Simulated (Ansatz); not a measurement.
Relaxed-ion elastic tensor of Mg in space group P6/mmm (No. 191; Mg on 1a, Mg on 2d) in GPa (Voigt order), PBEsol in the plane-wave PAW code Ansatz; density 1.77 g/cm³, 22.80 Å³ per atom.

```
63.1  31.9  13.1   0.0   0.0   0.0
31.9  63.1  13.1   0.0   0.0   0.0
13.1  13.1  77.0   0.0   0.0   0.0
 0.0   0.0   0.0   6.0   0.0   0.0
 0.0   0.0   0.0   0.0   6.0   0.0
 0.0   0.0   0.0   0.0   0.0  15.6
```

Is the crystal mechanically stable?

Yes: the smallest eigenvalue of C is 6.0 GPa.

Work out the Voigt, Reuss and Hill averages.

K_V = 35.5, K_R = 35.5, K_H = 35.5; G_V = 15.2, G_R = 10.2, G_H = 12.7 GPa.

Give Young's modulus, Poisson's ratio, Pugh's ratio and the universal anisotropy index.

E = 9KG/(3K + G) = 34.0 GPa; ν = 0.34; K/G = 2.80 (ductile by the Pugh limit of 1.75); A_U = 5G_V/G_R + K_V/K_R − 6 = 2.47.

Estimate the sound speeds and the Debye temperature.

v_l = √((K + 4G/3)/ρ) = 5440 m/s, v_t = √(G/ρ) = 2670 m/s, mean 3000 m/s; Θ = (h/k)(3n/4πV)^(1/3) v_m = 315 K.

Solve the Christoffel equation for the three sound speeds along x, y, z.

Eigenvalues of C_ijkl n_j n_l equal ρv². In km/s, slowest first: x 1.84, 2.96, 5.97; y 1.84, 2.96, 5.97; z 1.84, 1.84, 6.59.

How much does each axis shrink under pressure?

Linear compressibilities β_i = Σ_j S_ij (j = 1 to 3): x 9.2, y 9.2, z 9.9 per TPa.

The cell is a constructed one: a structure type filled with these elements; the Crystallography Open Database copy checked does not list it. It is not the phase usual at ambient conditions (space group No. 194). The PBEsol relaxation kept the symmetry of its start. At this level the phase is dynamically unstable (imaginary phonons). As this level gives no gap, shear constants depend on the k-mesh and smearing (Fermi–Dirac, 0.1 eV here).

Potentials: the later of the program's two PAW sets.
